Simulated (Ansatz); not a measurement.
**A vibration from a frozen displacement in SnClF**

Computed with Ansatz, DFT PBEsol, scalar-relativistic, plane waves, PAW. Cutoff 420 eV, Γ-centred 8×8×4 k-points, Gaussian smearing of 0.05 eV. No spin polarisation. Energies are free energies at this smearing, counted from the undisturbed cell; pressure is positive in compression.

Reference structure (relaxed at this level; it needn't be the usual structure):

```yaml
crystal:
  lattice:
    - [3.97126, 0.00000, 0.00000]
    - [0.00000, 3.97126, 0.00000]
    - [0.00000, 0.00000, 7.24200]
  atoms:
    - { symbol: Sn, position: [0.00000, 0.50000, 0.79594] }
    - { symbol: Sn, position: [0.50000, 0.00000, 0.20406] }
    - { symbol: Cl, position: [0.50000, 0.00000, 0.65124] }
    - { symbol: Cl, position: [0.00000, 0.50000, 0.34876] }
    - { symbol: F, position: [0.50000, 0.50000, 0.00000] }
    - { symbol: F, position: [0.00000, 0.00000, 0.00000] }
```

Every F atom is moved by x along the Cartesian unit vector (0.000, 0.000, 1.000); the cell and all other atoms stay fixed. The cell's volume is 114.21 Å³; the moved atoms weigh 37.997 u together and the others 308.320 u. Some rows repeat others by symmetry and weren't run.

```csv
x (Å),ΔE (meV/cell),total force on the moved atoms along the move (eV/Å),pressure (GPa)
-0.1000,46.05,0.9210,0.1458
-0.0875,35.26,0.8058,0.1090
-0.0750,25.90,0.6908,0.0771
-0.0625,17.99,0.5756,0.0501
-0.0500,11.51,0.4604,0.0280
-0.0375,6.48,0.3454,0.0108
-0.0250,2.88,0.2302,-0.0015
-0.0125,0.72,0.1152,-0.0089
0.0000,0.00,0.0000,-0.0113
0.0125,0.72,-0.1152,-0.0089
0.0250,2.88,-0.2302,-0.0015
0.0375,6.48,-0.3454,0.0108
0.0500,11.51,-0.4604,0.0280
0.0625,17.99,-0.5756,0.0501
0.0750,25.90,-0.6908,0.0771
0.0875,35.26,-0.8058,0.1090
0.1000,46.05,-0.9210,0.1458
```

What frequency belongs to this motion?

The force constant is k = −dF/dx = 9.216 eV/Å², from the parabola through x = -0.0125, 0 and 0.0125. In every cell the moved atoms swing against the rest, so the mass is μ = m₁m₂/(m₁ + m₂) = 33.828 u, and ν̃ = 521.5 cm⁻¹ × √(|k|/μ) = 272 cm⁻¹. The pattern needn't be a normal mode: ν̃² is then a weighted mean of the squared nonzero frequencies at the zone centre of this cell, taken without macroscopic field, so it lies between the lowest and the highest of them.

How far does the harmonic law reach?

At x = -0.100 Å, kx²/2 = 46.08 meV against the computed 46.05 meV (-0.1 %): the well is still close to harmonic there.

The pressure changes with x². What does that say about the frequency under compression?

With E = k(V)x²/2, k ∝ V^(−2γ) and x scaling with the cell as V^(1/3), P − P0 = −∂E/∂V = (2γ − 2/3) ΔE/V. At x = 0.0250 Å, V(P − P0) = 114.21 × 0.00983 / 160.2 eV = 7.01 meV and ΔE = 2.88 meV, so γ = 1/3 + V(P − P0)/(2ΔE) = 1.55. This is the Grüneisen parameter of the motion under uniform scaling of the cell: shrinking the cell evenly by 1 % in volume raises the frequency by about 1.55 %.

Cost: 9 runs of about 4 core-minutes in all, on Intel Xeon Processor @ 2.50GHz (Skylake/Cascade Lake) (shared hosts).